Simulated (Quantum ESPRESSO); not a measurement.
**Kohn-Sham bands of SrAlGe (P-6m2)**

```
SrAlGe
1.0
    4.29652     0.00000     0.00000
   -2.14826     3.72090     0.00000
    0.00000     0.00000     4.77902
Sr Al Ge
1 1 1
Direct
  0.00000   0.00000   0.00000
  0.66667   0.33333   0.50000
  0.33333   0.66667   0.50000
```

Cell from Materials Project (mp-13311), symmetrised, no further relaxation. Not found in the COD (Crystallography Open Database) copy used; not checked further. Computed values, not measurements, from PBEsol: Quantum ESPRESSO (norm-conserving PseudoDojo potentials, cutoff 63 Ry, no spin polarisation, no spin-orbit coupling) on a Γ-centred 6×6×6 mesh, then Wannier90. Density: 12×12×6 mesh, cold smearing 0.01 Ry. Spin-orbit coupling, left out, would split the p-like bands by a few tenths of an eV.

Q: List the Kohn-Sham levels between −8 and 3.0 eV relative to the Fermi level at the high-symmetry points, as a band run of pw.x on that density gives them (levels within 2 meV counted together).

A: 
```
point  k (reciprocal lattice)                                    levels (eV)
-----  ----------------------  ---------------------------------------------
Γ           0.000 0.000 0.000      -1.75, -1.34 (×2), -0.70, 0.49, 2.61 (×2)
M           0.500 0.000 0.000         -6.10, -2.21, -1.45, -0.63, 1.48, 2.53
K           0.333 0.333 0.000          -5.79, -4.29, -1.00, 0.03, 1.97, 2.62
A           0.000 0.000 0.500  -4.23, -1.00 (×2), 0.65, 1.42 (×2), 2.57 (×2)
L           0.500 0.000 0.500               -5.65, -2.54, -1.93, -1.21, 0.73
H           0.333 0.333 0.500               -5.87, -3.54, -1.65, -0.89, 2.23
```
